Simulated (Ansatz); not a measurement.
HfC:
Space group Pm-3m (No. 221); a = 2.8685 Å, b = 2.8685 Å, c = 2.8685 Å, α = 90.00°, β = 90.00°, γ = 90.00°

| atom | site | symmetry | x | y | z |
|---|---|---|---|---|---|
| Hf | 1a | m-3m | 0.0000 | 0.0000 | 0.0000 |
| C | 1b | m-3m | 0.5000 | 0.5000 | 0.5000 |

This is the PBEsol-relaxed structure.

Q: All from PBEsol in the plane-wave PAW code Ansatz, unless another level is named. Give the electronic character.

A: metallic (no gap).

Q: Give the density of states at the Fermi level.

A: 1.0 states/eV per atom (mean over ±0.08 eV).

Q: Predict the formation energy from the elements (no fitted shifts).

A: 0.35 eV/atom.

Q: And the gap with spin–orbit coupling?

A: none (metallic).

The cell is a constructed one: a structure type filled with these elements; neither database checked (COD, Materials Project) lists it. It is not the phase usual at ambient conditions (space group No. 225). Symmetry was held in the PBEsol relaxation. At this level the phase is mechanically unstable. The run is not spin-polarised. The references are the lowest solids computed at this level, not always the standard phases. Spin–orbit coupling is left out wherever it is not named.

Potentials: the later of the program's two PAW sets.
